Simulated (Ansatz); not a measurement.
Values for one crystal, relaxed and computed with DFT-PBEsol in the program Ansatz with PAW potentials; other levels are named.

| Property | Result |
|---|---|
| Volume per atom | 14.39 Å³ |
| Band gap | 8.95 eV (indirect) |
| Valence-band maximum | at M |
| Conduction-band minimum | at N (4 equivalent valleys) |
| Smallest direct gap on the standard path | 9.54 eV |

### Question
Which of these materials gives this?
A. C, diamond
B. H, I4/mmm (H on 4e)
C. Se, trigonal Se type
D. Cl, molecular I2 type

### Answer
B, H, I4/mmm (H on 4e)

The workflow started from a Materials Project entry (that database holds measured and hypothetical structures alike); the Crystallography Open Database copy checked does not list it. It is not the usual solid phase (space group No. 194). The cell was relaxed with PBEsol under the symmetry of its start; whether a distortion lowers the energy is not shown. The substance is a gas or liquid at ambient conditions. A crystal of weakly bound units computed without a dispersion correction: the cell and the soft elastic constants depend strongly on that.

Potentials: the later of the program's two PAW sets.
